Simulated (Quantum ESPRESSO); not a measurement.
# Hf3YO7F: finding a planted mistake in a log

Computed values, not a measurement. The program is pw.x of Quantum ESPRESSO 7.5 (plane-wave density functional theory). The cell is made up: 12 atoms on a fluorite lattice, with randomly drawn elements, strain and displacements, not relaxed. PseudoDojo standard norm-conserving files (v0.5 for PBE, v0.4.1 for LDA and PBEsol) set the functional; there is no spin polarisation, spin-orbit coupling or dispersion term, and the masses in the input are unused placeholders.

The hafnium pseudopotential is less sure than the others, with forces about 3 percent (worst 6) and pressure in oxides about 1.5 GPa (worst 2.7) from a second method in checks, which no rerun with the same files tests.

Intended input:

```
&control calculation='scf', pseudo_dir='./dojo.nc.sr.pbe.v0_5.standard.upf', outdir='./o', disk_io='low', tprnfor=.true., tstress=.true. /
&system ibrav=0, nat=12, ntyp=4, nbnd=54, ecutwfc=84.00895049, nosym=.true., tot_charge=0,
 occupations='smearing', smearing='fd', degauss=0.0018374661
/
&electrons conv_thr=7.350e-09, electron_maxstep=60, /
ATOMIC_SPECIES
F 1.0 F.upf
Hf 1.0 Hf.upf
O 1.0 O.upf
Y 1.0 Y.upf
CELL_PARAMETERS angstrom
5.0935 -0.0517 -0.0565
-0.0517 5.0873 0.0258
-0.0565 0.0258 4.9805
ATOMIC_POSITIONS angstrom
Hf -0.0284 -0.0142 0.0104
Y -0.055 2.5803 2.4776
Hf 2.5568 -0.0328 2.5046
Hf 2.5427 2.462 0.0324
O 1.2187 1.2481 1.237
O 1.2468 1.2804 3.7659
O 1.2151 3.8127 1.239
O 1.209 3.8718 3.7012
O 3.7503 1.288 1.2348
F 3.8067 1.2597 3.7411
O 3.797 3.7767 1.2818
O 3.7052 3.7629 3.6959
K_POINTS automatic
4 4 5 1 1 1
```

The log is shortened where brackets say so; the opening notice, blank lines, dates and the lines on written files are dropped, and the path of the files is cut. It prints rydbergs, bohrs and kilobars, and counts compression as positive stress. Where no state is partly filled, the Fermi energy that it prints is only some level between the filled and the empty states on the mesh, and need not lie in the true gap.

Log of the intended run:

```
     Program PWSCF v.7.5
     Parallel version (MPI & OpenMP), running on       4 processor cores
     Number of MPI processes:                 4
     Threads/MPI process:                     1
     [start-up lines left out]
     bravais-lattice index     =            0
     lattice parameter (alat)  =       9.6264  a.u.
     unit-cell volume          =     870.6886 (a.u.)^3
     number of atoms/cell      =           12
     number of atomic types    =            4
     number of electrons       =        96.00
     number of Kohn-Sham states=           54
     kinetic-energy cutoff     =      84.0090  Ry
     charge density cutoff     =     336.0358  Ry
     scf convergence threshold =      7.3E-09
     mixing beta               =       0.7000
     number of iterations used =            8  plain     mixing
     Exchange-correlation= PBE
                           (   1   4   3   4   0   0   0)
     [axes and pseudopotential details left out]
   Cartesian axes
     site n.     atom                  positions (alat units)
         1        Hf     tau(   1) = (  -0.0055751  -0.0027876   0.0020416  )
         2        Y      tau(   2) = (  -0.0107969   0.5065296   0.4863689  )
         3        Hf     tau(   3) = (   0.5019164  -0.0064389   0.4916692  )
         4        Hf     tau(   4) = (   0.4991485   0.4833065   0.0063603  )
         5        O      tau(   5) = (   0.2392387   0.2450101   0.2428311  )
         6        O      tau(   6) = (   0.2447549   0.2513508   0.7392705  )
         7        O      tau(   7) = (   0.2385320   0.7484577   0.2432237  )
         8        O      tau(   8) = (   0.2373345   0.7600594   0.7265695  )
         9        O      tau(   9) = (   0.7362081   0.2528427   0.2423992  )
        10        F      tau(  10) = (   0.7472798   0.2472873   0.7344021  )
        11        O      tau(  11) = (   0.7453757   0.7413906   0.2516256  )
        12        O      tau(  12) = (   0.7273547   0.7386816   0.7255291  )
     number of k points=    40  Fermi-Dirac smearing, width (Ry)=  0.0018
                       cart. coord. in units 2pi/alat
        k(    1) = (   0.1274358   0.1259388   0.1030737), wk =   0.0500000
        k(    2) = (   0.1296949   0.1249242   0.3076654), wk =   0.0500000
     [further k points left out]
     Dense  grid:    90499 G-vectors     FFT dimensions: (  60,  60,  60)
     Estimated max dynamical RAM per process >     253.17 MB
     Estimated total dynamical RAM >     946.39 MB
     Initial potential from superposition of free atoms
     starting charge      95.9899, renormalised to      96.0000
     Starting wfcs are   72 randomized atomic wfcs
     total cpu time spent up to now is        3.8 secs
     per-process dynamical memory:   186.2 Mb
     Self-consistent Calculation
     iteration #  1     ecut=    84.01 Ry     beta= 0.70
     Davidson diagonalization with overlap
     ethr =  1.00E-02,  avg # of iterations =  2.0
     total cpu time spent up to now is        9.4 secs
     total energy              =    -700.42699594 Ry
     estimated scf accuracy    <       4.38464649 Ry
     iteration #  2     ecut=    84.01 Ry     beta= 0.70
     Davidson diagonalization with overlap
     ethr =  4.57E-03,  avg # of iterations =  4.9
     total cpu time spent up to now is       17.7 secs
     total energy              =    -700.55168664 Ry
     estimated scf accuracy    <       8.67406044 Ry
     [iterations 3 to 12 left out]
     iteration # 13     ecut=    84.01 Ry     beta= 0.70
     Davidson diagonalization with overlap
     ethr =  1.06E-09,  avg # of iterations =  2.0
     total cpu time spent up to now is       94.1 secs
     total energy              =    -702.54012324 Ry
     estimated scf accuracy    <       0.00000006 Ry
     iteration # 14     ecut=    84.01 Ry     beta= 0.70
     Davidson diagonalization with overlap
     ethr =  6.19E-11,  avg # of iterations =  4.1
     total cpu time spent up to now is      101.7 secs
     End of self-consistent calculation
     [lines on levels left out]
     the Fermi energy is    14.1237 ev
!    total energy              =    -702.54012326 Ry
     estimated scf accuracy    <          3.6E-09 Ry
     smearing contrib. (-TS)   =       0.00000000 Ry
     internal energy E=F+TS    =    -702.54012326 Ry
     The total energy is F=E-TS. E is the sum of the following terms:
     one-electron contribution =    -103.26974886 Ry
     hartree contribution      =     113.26505310 Ry
     xc contribution           =    -172.44401285 Ry
     ewald contribution        =    -540.09141465 Ry
     convergence has been achieved in  14 iterations
     Forces acting on atoms (cartesian axes, Ry/au):
     atom    1 type  2   force =     0.12441310   -0.08281435    0.07340642
     atom    2 type  4   force =     0.09484056    0.02420265   -0.00094897
     atom    3 type  2   force =    -0.12121573   -0.07774631   -0.07633320
     atom    4 type  2   force =    -0.11546418    0.09166200    0.05165885
     atom    5 type  3   force =     0.02517901   -0.02918354   -0.01717482
     atom    6 type  3   force =     0.04881928   -0.02337734    0.01548512
     atom    7 type  3   force =     0.06011507    0.03004336   -0.05471238
     atom    8 type  3   force =     0.01400130    0.03575937    0.05795189
     atom    9 type  3   force =    -0.02928417   -0.07328140   -0.05024453
     atom   10 type  1   force =    -0.02679817   -0.02120007    0.01367361
     atom   11 type  3   force =    -0.06065700    0.08229566   -0.07639993
     atom   12 type  3   force =    -0.01394906    0.04363997    0.06363793
     Total force =     0.371634     Total SCF correction =     0.000175
     Computing stress (Cartesian axis) and pressure
          total   stress  (Ry/bohr**3)                   (kbar)     P=      163.28
   0.00086171   0.00000586   0.00025529          126.76        0.86       37.55
   0.00000586   0.00093941  -0.00010879            0.86      138.19      -16.00
   0.00025529  -0.00010879   0.00152871           37.55      -16.00      224.88
     init_run     :      3.53s CPU      3.69s WALL (       1 calls)
     electrons    :     97.29s CPU     97.96s WALL (       1 calls)
     forces       :      1.38s CPU      1.43s WALL (       1 calls)
     stress       :      4.73s CPU      4.86s WALL (       1 calls)
     [timing details left out]
     PWSCF        :   1m47.04s CPU   1m48.08s WALL
     JOB DONE.
```

A second run was made from an input with one planted mistake. Its log:

```
     Program PWSCF v.7.5
     Parallel version (MPI & OpenMP), running on       4 processor cores
     Number of MPI processes:                 4
     Threads/MPI process:                     1
     [start-up lines left out]
     bravais-lattice index     =            0
     lattice parameter (alat)  =       9.6264  a.u.
     unit-cell volume          =     870.6886 (a.u.)^3
     number of atoms/cell      =           12
     number of atomic types    =            4
     number of electrons       =        96.00
     number of Kohn-Sham states=           72
     kinetic-energy cutoff     =      84.0090  Ry
     charge density cutoff     =     336.0358  Ry
     scf convergence threshold =      7.3E-09
     mixing beta               =       0.7000
     number of iterations used =            8  plain     mixing
     Exchange-correlation= PBE
                           (   1   4   3   4   0   0   0)
     [axes and pseudopotential details left out]
   Cartesian axes
     site n.     atom                  positions (alat units)
         1        Hf     tau(   1) = (  -0.0055751  -0.0027876   0.0020416  )
         2        Y      tau(   2) = (  -0.0107969   0.5065296   0.4863689  )
         3        Hf     tau(   3) = (   0.5019164  -0.0064389   0.4916692  )
         4        Hf     tau(   4) = (   0.4991485   0.4833065   0.0063603  )
         5        O      tau(   5) = (   0.2392387   0.2450101   0.2428311  )
         6        O      tau(   6) = (   0.2447549   0.2513508   0.7392705  )
         7        O      tau(   7) = (   0.2385320   0.7484577   0.2432237  )
         8        O      tau(   8) = (   0.2373345   0.7600594   0.7265695  )
         9        O      tau(   9) = (   0.7362081   0.2528427   0.2423992  )
        10        F      tau(  10) = (   0.7472798   0.2472873   0.7344021  )
        11        O      tau(  11) = (   0.7453757   0.7413906   0.2516256  )
        12        O      tau(  12) = (   0.7273547   0.7386816   0.7255291  )
     number of k points=    40  Fermi-Dirac smearing, width (Ry)=  0.0250
                       cart. coord. in units 2pi/alat
        k(    1) = (   0.1274358   0.1259388   0.1030737), wk =   0.0500000
        k(    2) = (   0.1296949   0.1249242   0.3076654), wk =   0.0500000
     [further k points left out]
     Dense  grid:    90499 G-vectors     FFT dimensions: (  60,  60,  60)
     Estimated max dynamical RAM per process >     300.29 MB
     Estimated total dynamical RAM >       1.11 GB
     Initial potential from superposition of free atoms
     starting charge      95.9899, renormalised to      96.0000
     Starting wfcs are   72 randomized atomic wfcs
     total cpu time spent up to now is        3.9 secs
     per-process dynamical memory:   221.3 Mb
     Self-consistent Calculation
     iteration #  1     ecut=    84.01 Ry     beta= 0.70
     Davidson diagonalization with overlap
     ethr =  1.00E-02,  avg # of iterations =  5.4
     total cpu time spent up to now is       12.8 secs
     total energy              =    -700.49757303 Ry
     estimated scf accuracy    <       4.30234714 Ry
     iteration #  2     ecut=    84.01 Ry     beta= 0.70
     Davidson diagonalization with overlap
     ethr =  4.48E-03,  avg # of iterations =  2.0
     total cpu time spent up to now is       21.9 secs
     total energy              =    -699.76032705 Ry
     estimated scf accuracy    <      11.64370837 Ry
     [iterations 3 to 11 left out]
     iteration # 12     ecut=    84.01 Ry     beta= 0.70
     Davidson diagonalization with overlap
     ethr =  3.10E-10,  avg # of iterations =  2.0
     total cpu time spent up to now is      105.8 secs
     total energy              =    -702.54053777 Ry
     estimated scf accuracy    <       0.00000002 Ry
     iteration # 13     ecut=    84.01 Ry     beta= 0.70
     Davidson diagonalization with overlap
     ethr =  2.37E-11,  avg # of iterations =  2.0
     total cpu time spent up to now is      114.0 secs
     End of self-consistent calculation
     [lines on levels left out]
     the Fermi energy is    14.4544 ev
!    total energy              =    -702.54053778 Ry
     estimated scf accuracy    <          2.0E-09 Ry
     smearing contrib. (-TS)   =      -0.00321642 Ry
     internal energy E=F+TS    =    -702.53732136 Ry
     The total energy is F=E-TS. E is the sum of the following terms:
     one-electron contribution =    -103.26593943 Ry
     hartree contribution      =     113.26335150 Ry
     xc contribution           =    -172.44331878 Ry
     ewald contribution        =    -540.09141465 Ry
     convergence has been achieved in  13 iterations
     Forces acting on atoms (cartesian axes, Ry/au):
     atom    1 type  2   force =     0.12372851   -0.08257929    0.07327871
     atom    2 type  4   force =     0.09445475    0.02404369   -0.00094908
     atom    3 type  2   force =    -0.12059881   -0.07742783   -0.07630695
     atom    4 type  2   force =    -0.11492515    0.09150311    0.05160914
     atom    5 type  3   force =     0.02520457   -0.02914195   -0.01714565
     atom    6 type  3   force =     0.04872979   -0.02340030    0.01546217
     atom    7 type  3   force =     0.06012885    0.03003125   -0.05466036
     atom    8 type  3   force =     0.01400246    0.03565559    0.05794359
     atom    9 type  3   force =    -0.02923898   -0.07322703   -0.05016560
     atom   10 type  1   force =    -0.02681867   -0.02110526    0.01366750
     atom   11 type  3   force =    -0.06067620    0.08217071   -0.07631359
     atom   12 type  3   force =    -0.01399113    0.04347732    0.06358012
     Total force =     0.370601     Total SCF correction =     0.000103
     Computing stress (Cartesian axis) and pressure
          total   stress  (Ry/bohr**3)                   (kbar)     P=      163.64
   0.00086615   0.00000633   0.00025506          127.42        0.93       37.52
   0.00000633   0.00094284  -0.00010906            0.93      138.70      -16.04
   0.00025506  -0.00010906   0.00152824           37.52      -16.04      224.81
     init_run     :      3.62s CPU      3.77s WALL (       1 calls)
     electrons    :    107.42s CPU    110.08s WALL (       1 calls)
     forces       :      1.67s CPU      1.69s WALL (       1 calls)
     stress       :      5.50s CPU      5.63s WALL (       1 calls)
     [timing details left out]
     PWSCF        :   1m58.37s CPU   2m 1.36s WALL
     JOB DONE.
```

Question: what was wrong in the second input?

Answer: the smearing is too wide. The input lines that differ, file-writing options aside:

```
- &system ibrav=0, nat=12, ntyp=4, nbnd=54, ecutwfc=84.00895049, nosym=.true., tot_charge=0,
+ &system ibrav=0, nat=12, ntyp=4, nbnd=72, ecutwfc=84.00895049, nosym=.true., tot_charge=0,
-  occupations='smearing', smearing='fd', degauss=0.0018374661
+  occupations='smearing', smearing='fd', degauss=0.0249895391
```

```
                                            intended run  run with the mistake
                          free energy (eV)     -9558.545             -9558.551
                    smearing term -TS (eV)        0.0000               -0.0438
                            pressure (GPa)         16.33                 16.36
            largest force component (eV/Å)         3.199                 3.181
largest change of a force component (eV/Å)                               0.018
                                iterations            14                    13
```

For scale, a rerun of the intended cell at a cutoff of 1437 eV and k mesh 6 x 6 x 7 moved values by no more than 0.003 eV in energy, 0.04 GPa in stress and 0.002 eV/Å in force. The number of bands, nbnd, was set by rule from the electron count and the smearing, so it follows the mistake.